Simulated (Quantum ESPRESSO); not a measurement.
```xyz
8
Lattice="4.0938 0.0000 0.0000 0.0000 4.0938 0.0000 0.0000 0.0000 8.9012" Properties=species:S:1:pos:R:3 pbc="T T T"
F      0.0000     0.0000     4.4506
F      2.0469     2.0469     4.4506
Cu     2.0469     2.0469     0.0000
Cu     0.0000     0.0000     0.0000
Se     2.0469     0.0000     7.3984
Se     0.0000     2.0469     1.5028
Sr     0.0000     2.0469     5.8913
Sr     2.0469     0.0000     3.0099
```

The geometry is that of Materials Project entry mp-21228, symmetrised and not relaxed again.

What does LDA (pw.x of Quantum ESPRESSO, ONCV potentials, without SOC) give for the electronic structure near the Fermi level?

The LDA gap is direct, 0.97 eV at Γ. Another valence extremum on the path lies within 0.02 eV, too close to call. Spin-orbit splittings are left out. The filled Cu 3d shell has no Hubbard U; semilocal functionals place it too high.
